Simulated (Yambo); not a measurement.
Yambo run on PbF2 (fluorite, space group Fm-3m, No. 225). The wavefunctions are PBE (stringent potentials; pw.x of Quantum ESPRESSO, ONCV potentials, scalar-relativistic) ones on a 4×4×4 mesh (18 occupied bands); a = b = c = 4.1672 Å, α = β = γ = 60.00°.

Yambo input:

```
rim_cut
gw0
dyson
el_el_corr
HF_and_locXC
cohsex
em1s
RandQpts= 1000000
RandGvec= 1 Ry
EXXRLvcs= 88 Ry
VXCRLvcs= 352 Ry
Chimod= "HARTREE"
% BndsRnXs
 5 | 231 |
%
NGsBlkXs= 15 Ry
% LongDrXs
 1.0 | 1.0 | 1.0 |
%
ExtendOut
% QPkrange
 7 | 7 | 18 | 19 |
 8 | 8 | 18 | 18 |
%
```

k points by index: 7 = X, 8 = W.

Resulting energies as the program prints them:

```
#    K-point    Band    Eo [eV]    E [eV]    E-Eo [eV]    Vxc [eV]    Vnlxc [eV]    Sc|Eo [eV]    Re(Z)    Im(Z)
#
    7    18    -0.147334    -3.862533    -3.715200    -20.02585    -24.49096    0.749915    1.000000    0.000000
    7    19    4.440624    3.986643    -0.453981    -11.25536    -7.256937    -4.452405    1.000000    0.000000
    8    18    0.000000    -3.705429    -3.705429    -20.64046    -25.19389    0.848002    1.000000    0.000000
```
(The two width columns are left out.) Convergence of these settings isn't established.

Spin-orbit coupling is not included.

Geometry relaxed with PBEsol.
